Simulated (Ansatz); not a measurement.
Relaxed-ion elastic tensor of Zr (hcp (Mg type), P6_3/mmc) in GPa (Voigt order), LDA in the plane-wave PAW code Ansatz; density 6.95 g/cm³, 21.79 Å³ per atom.

|  | 1 | 2 | 3 | 4 | 5 | 6 |
|---|---|---|---|---|---|---|
| 1 | 128 | 89.7 | 81.0 | 0.0 | 0.0 | 0.0 |
| 2 | 89.7 | 128 | 81.0 | 0.0 | 0.0 | 0.0 |
| 3 | 81.0 | 81.0 | 175 | 0.0 | 0.0 | 0.0 |
| 4 | 0.0 | 0.0 | 0.0 | 18.0 | 0.0 | 0.0 |
| 5 | 0.0 | 0.0 | 0.0 | 0.0 | 18.0 | 0.0 |
| 6 | 0.0 | 0.0 | 0.0 | 0.0 | 0.0 | 19.2 |

Q: Is the crystal mechanically stable?

A: Yes: the smallest eigenvalue of C is 18.0 GPa.

Q: Work out the Voigt, Reuss and Hill averages.

A: K_V = 104, K_R = 103, K_H = 103; G_V = 23.1, G_R = 20.8, G_H = 21.9 GPa.

Q: Give Young's modulus, Poisson's ratio, Pugh's ratio and the universal anisotropy index.

A: E = 9KG/(3K + G) = 61.5 GPa; ν = 0.40; K/G = 4.70 (ductile by the Pugh limit of 1.75); A_U = 5G_V/G_R + K_V/K_R − 6 = 0.54.

Q: Estimate the sound speeds and the Debye temperature.

A: v_l = √((K + 4G/3)/ρ) = 4360 m/s, v_t = √(G/ρ) = 1780 m/s, mean 2010 m/s; Θ = (h/k)(3n/4πV)^(1/3) v_m = 214 K.

Q: How much does each axis shrink under pressure?

A: Linear compressibilities β_i = Σ_j S_ij (j = 1 to 3): x 3.8, y 3.8, z 2.2 per TPa.

The LDA relaxation kept the symmetry of its start. No spin polarisation was allowed. As this level gives no gap, shear constants depend on the k-mesh and smearing (Fermi–Dirac, 0.1 eV here).

Potentials: the earlier of the program's two PAW sets.
